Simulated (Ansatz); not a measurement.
# Ge with Ca replacing Ge: gradients before and after relaxing the atoms

Start: a supercell of Ge (diamond type, Fd-3m) built from a COD entry, with all atoms left at the host's positions.

```cif
data_CaGe53
_symmetry_space_group_name_H-M 'F-43m'
_symmetry_Int_Tables_number 216
_cell_length_a 16.9735
_cell_length_b 16.9735
_cell_length_c 16.9735
_cell_angle_alpha 90.000
_cell_angle_beta 90.000
_cell_angle_gamma 90.000
loop_
_atom_site_label
_atom_site_type_symbol
_atom_site_symmetry_multiplicity
_atom_site_Wyckoff_symbol
_atom_site_fract_x
_atom_site_fract_y
_atom_site_fract_z
Ca Ca 4 a 0.0000 0.0000 0.0000
Ge2 Ge 48 h 0.1667 0.0000 0.1667
Ge5 Ge 16 e 0.3333 0.8333 0.1667
Ge9 Ge 16 e 0.6667 0.6667 0.3333
Ge15 Ge 24 f 0.5000 0.6667 0.5000
Ge28 Ge 16 e 0.0833 0.9167 0.0833
Ge29 Ge 24 g 0.2500 0.9167 0.2500
Ge33 Ge 48 h 0.5833 0.7500 0.4167
Ge41 Ge 16 e 0.4167 0.5833 0.4167
Ge54 Ge 4 c 0.7500 0.2500 0.7500
```

One atom of each set is listed; the run and its k-mesh use a cell of 54 atoms with edges of 12.00, 12.00, 12.00 Å.

Level of theory: DFT, PBE, plane waves and PAW, scalar-relativistic, 420 eV cutoff, Γ-centred 2×2×2 k-points, Fermi–Dirac smearing 0.01 eV, cell charge -2 (Ansatz 0.2.0).

The largest force at the start is 2.3 eV/Å. Relaxing the ions at fixed cell moves them by 0.200 Å at most (atom 28, Ge) and 0.057 Å rms.

| site | moved (Å) | first shell before | first shell after | V_zz before (10²¹ V/m²) | η before |
| --- | --- | --- | --- | --- | --- |
| Ca | 0.000 | 4 Ge at 2.45 Å | 4 Ge at 2.65 Å | 0.00 | – |
| Ge2 | 0.031 | 4 Ge at 2.45 Å | 4 Ge at 2.39–2.45 Å | -1.88 | 0.66 |
| Ge5 | 0.005 | 4 Ge at 2.45 Å | 4 Ge at 2.46 Å | 0.68 | 0.00 |
| Ge9 | 0.010 | 4 Ge at 2.45 Å | 4 Ge at 2.46 Å | 0.55 | 0.00 |
| Ge15 | 0.007 | 4 Ge at 2.45 Å | 4 Ge at 2.45 Å | 0.31 | 0.59 |
| Ge28 | 0.200 | 1 Ca at 2.45 Å, 3 Ge at 2.45 Å | 3 Ge at 2.39 Å, 1 Ca at 2.65 Å | -12.49 | 0.00 |
| Ge29 | 0.016 | 4 Ge at 2.45 Å | 4 Ge at 2.41–2.46 Å | -1.03 | 0.78 |
| Ge33 | 0.015 | 4 Ge at 2.45 Å | 4 Ge at 2.45–2.46 Å | 0.75 | 0.68 |
| Ge41 | 0.000 | 4 Ge at 2.45 Å | 4 Ge at 2.45–2.46 Å | -0.12 | 0.00 |

Task: What are V_zz and η after the relaxation?

Result: 

```json
{"site": "Ca", "V_zz after": "0.00", "η after": "–", "change of V_zz": "0.00"}
{"site": "Ge2", "V_zz after": "2.44", "η after": "0.74", "change of V_zz": "–"}
{"site": "Ge5", "V_zz after": "0.43", "η after": "0.00", "change of V_zz": "-0.25"}
{"site": "Ge9", "V_zz after": "0.34", "η after": "0.00", "change of V_zz": "-0.21"}
{"site": "Ge15", "V_zz after": "0.43", "η after": "0.75", "change of V_zz": "+0.12"}
{"site": "Ge28", "V_zz after": "-13.74", "η after": "0.00", "change of V_zz": "-1.25"}
{"site": "Ge29", "V_zz after": "1.61", "η after": "0.01", "change of V_zz": "–"}
{"site": "Ge33", "V_zz after": "-0.53", "η after": "0.80", "change of V_zz": "–"}
{"site": "Ge41", "V_zz after": "-0.22", "η after": "0.00", "change of V_zz": "-0.10"}
```

The largest change of V_zz along a kept axis is on Ge28, from -12.49 to -13.74. In per cent, |V_zz| changes by +10 on Ge (all sites that start above 2). Where |V_zz| stays above 0.1 and the axes keep their order, η moves most on Ge15, from 0.59 to 0.75. On Ge2, Ge29, Ge33 the largest principal value lies along another axis in the second run, so the two V_zz can't be compared directly. Other sites without a gradient aren't listed.

The run isn't spin-polarised, and a state with spin may lie lower. The defect repeats with the cell of 54 atoms, so it feels its images: sites between two images don't show the values beside a lone defect, and zeros or small values of η there can come from the images' arrangement. A uniform background compensates the cell's charge. The defect cell has no gap above 0.1 eV on its mesh, so the values can hang on the smearing and the k-mesh.
Before: The cell keeps the host's lattice, where the PBE pressure is 5 GPa (in a charged cell this depends on the convention for the mean potential). The neighbours have not yet relaxed around the defect (largest force 2.3 eV/Å), so a real crystal will differ.
After: The relaxation keeps the site symmetry -43m of the start, so the impurity can't leave its site; a distortion that would localise the partly filled state isn't explored.
